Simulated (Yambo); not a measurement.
**CO2: sweep of GW parameters**

G0W0@PBEsol for CO2 (space group Pa-3, No. 205) in Yambo. Reference settings: 2×2×2 Γ-centred k mesh, 307 bands and a 8 Ry block in the screening, 307 bands in G with the Bruneval-Gonze terminator, plasmon pole fitted at 27.2 eV. The PBEsol gap Γ → Γ on this mesh is 6.82 eV; G0W0 gaps are taken between the same points.

```csv
change from the reference,G0W0 gap Γ → Γ (eV),shift of the valence edge (eV),rough Yambo cost
reference settings,10.44,-2.16,1
"197 bands in W, 197 bands in G",10.46,-2.11,within a factor of two
112 bands in G,10.45,-2.16,–
197 bands in G,10.44,-2.16,–
2 Ry block,10.48,-2.25,within a factor of two
7 Ry block,10.41,-2.14,within a factor of two
pole fitted at 10 eV,10.35,-2.02,–
no random integration,10.28,-1.88,–
"112 bands in G, no terminator",10.17,-1.55,–
no terminator,10.36,-1.97,–
```

The reference isn't shown to be the converged limit. Costs are rough (shared machines), scaled to the same edge states, and given only for runs that recompute the screening.

Geometry of the Materials Project entry, not relaxed at this level; primitive cell a = b = c = 5.497 Å, α = β = γ = 90.00°.

A shift is the quasiparticle energy of the state minus its PBEsol energy.
